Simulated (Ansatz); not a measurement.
**CrRhO₂, a known structure type with other elements, at an estimated volume**

```
CELL_PARAMETERS angstrom
3.01841 0.00000 0.00000
-1.50920 2.61402 0.00000
0.00000 -1.74267 5.61636
ATOMIC_POSITIONS crystal
Rh 0.50000 0.00000 0.50000
Cr 0.00000 0.00000 0.00000
O 0.11100 0.22200 0.33300
O 0.88900 0.77800 0.66700
```

Single point in Ansatz 0.2.0 with r2SCAN, spin-orbit coupling. Cutoff 500 eV, PAW datasets, 7×7×7 Γ-centred k mesh, fermi-dirac filling (width 0.1 eV).

Magnetic state (reached from a saved solution, and it need not be the lowest): Cr2 along (0.11, 0.32, 0.94).

(1) How large are the moments?

(2) Which atom feels the largest force, and which way?

(3) Give the Bader charges.

(4) What does the stress say?

(5) Metal or insulator?

Origin: a known structure type with other elements, at an estimated volume, so it need not be a known compound. Caveats: semilocal functionals often miss the gap of such magnets; the k mesh is coarse if the cell is a metal; atoms or cell far from equilibrium.

It took 7.3 min on 2 threads of AMD EPYC 7R43 64-Core Processor (Zen 3) (shared host), peak memory 1.3 GiB, starting from a saved density. The time holds forces, stress, Bader, DOS, bands, ELF.

Answers

(1) Cr2 3.54 μB of spin moment in Bader basins; net size 3.77 μB a cell.

(2) The largest is on O3 (and as large on other atoms): 0.60 eV/Å, components (0.00, 0.00, -0.60). It makes 0° with the line to a nearest neighbour, Cr2 at 1.87 Å, pointing towards it.

(3) Bader charges in e: Cr +0.74, Rh +1.37, O -1.05. In the mean Rh gives up most and O takes most.

(4) The pressure is 25.8 GPa (compression positive), so with the atoms held at these fractions the cell would first expand. The principal stresses 23.8, 23.8, 29.8 GPa differ, so its shape would change too.

(5) It is a metal, with about 0.93 states/eV a cell as the mean within 0.25 eV of the Fermi level, mostly Cr d (67 %) and Cr s (21 %).
